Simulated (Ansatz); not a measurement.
Polymorphs of BeTe, each relaxed with PBE (plane waves, PAW; program Ansatz):

A: rock salt (Fm-3m)
a = 5.3601 Å, b = 5.3601 Å, c = 5.3601 Å, α = 90.00°, β = 90.00°, γ = 90.00°

```csv
atom,site,symmetry,x,y,z
Be,4a,m-3m,0.0000,0.0000,0.0000
Te,4b,m-3m,0.5000,0.5000,0.5000
```

B: zinc blende (F-43m)
a = 5.6640 Å, b = 5.6640 Å, c = 5.6640 Å, α = 90.00°, β = 90.00°, γ = 90.00°

```tsv
atom	site	symmetry	x	y	z
Be	4a	-43m	0.0000	0.0000	0.0000
Te	4d	-43m	0.7500	0.7500	0.7500
```

Q: Rank these by energy per atom at 0 K (lowest first), as PBE gives it.

A: B (+0 meV/atom), A (+514 meV/atom)

Q: Give each one's gap.

A: A no gap; B 2.03 eV.

Typed or built starts, not in the databases checked: A. All cells were relaxed under the symmetry of their starts (and spin orders); stability against distortions was not tested throughout. Scalar-relativistic: spin–orbit coupling is off unless named, which matters more the heavier the elements.

Energies hold the estimated change up to a 700 eV cutoff; steps of a few meV lie near the error of the meshes.

Potentials: the earlier of the program's two PAW sets.
